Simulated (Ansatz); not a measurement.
Sc$_{2}$Si$_{2}$O$_{7}$:
```xyz
11
Lattice="3.2569 4.2496 0.0000 -3.2569 4.2496 0.0000 -1.0385 0.0000 4.5717" Properties=species:S:1:pos:R:3 pbc="T T T"
Sc     0.0000     5.8672     0.0000
Sc     0.0000     2.6320     0.0000
Si    -2.2218     4.2496     1.8655
Si     1.1834     4.2496     2.7062
O      0.9028     2.9106     3.5970
O     -1.9413     5.5885     0.9746
O     -1.9413     2.9106     0.9746
O      0.9028     5.5885     3.5970
O     -0.5192     0.0000     2.2858
O      0.4010     4.2496     1.2778
O     -1.4395     4.2496     3.2939
```

Relaxed with r²SCAN.

### Question
Map the electron localisation function on the plane through (0.224, 0.776, 0.408) spanned by u = [0, 0, 1] and v = [1, -1, 0] in lattice vectors, from r²SCAN (plane waves, PAW; program Ansatz).

### Answer
x is the fraction of u, y of v (the angle between them is 103°; rows are the nearest grid lines); atoms in the plane: Si at (0.00, 0.00), Si at (0.18, 0.55), O at (0.09, 0.78), O at (0.87, 0.38), O at (0.31, 0.17).
```
|710133332210000001121027|
|101111100000000001111011|
|689986421000000001111126|
|999998753000000001111379|
|986689975100000000014899|
|852489974100000000036898|
|976899852000000000147999|
|999999631100000000136899|
|999997311110000000024689|
|344210001110000000000123|
|110022001210000000000111|
|863111012110000014677888|
|996200011100000147899999|
|998511110000001589986689|
|997411000000001699952379|
|973001245542001589977899|
|841014788875200479999998|
|410148999997300268999984|
|003799877899620013443210|
|025898624899720000000000|
|138999768998510000001111|
|027999999997300000011100|
|212577776641000001121002|
|710133332210000001121027|
```
Scale: ten equal steps from 0.008 (start of '0') to 0.858 (end of '9'), in the order '0123456789'; x runs from 0.000 to 1.00, y from 0.000 (bottom) to 1.00 (top).

The density is the valence pseudo-density with augmentation charge, so density and ELF within about 1 Å of a nucleus are not all-electron values.

Space group C2/m. The workflow started from a Materials Project entry (that database holds measured and hypothetical structures alike); the Crystallography Open Database files this formula in space group No. 12, but the cells were not matched. Its standing as an ambient phase is unchecked. The cell was relaxed with r²SCAN under the symmetry of its start; its stability against distortions is not shown here. The run is not spin-polarised.

Potentials: the later of the program's two PAW sets.
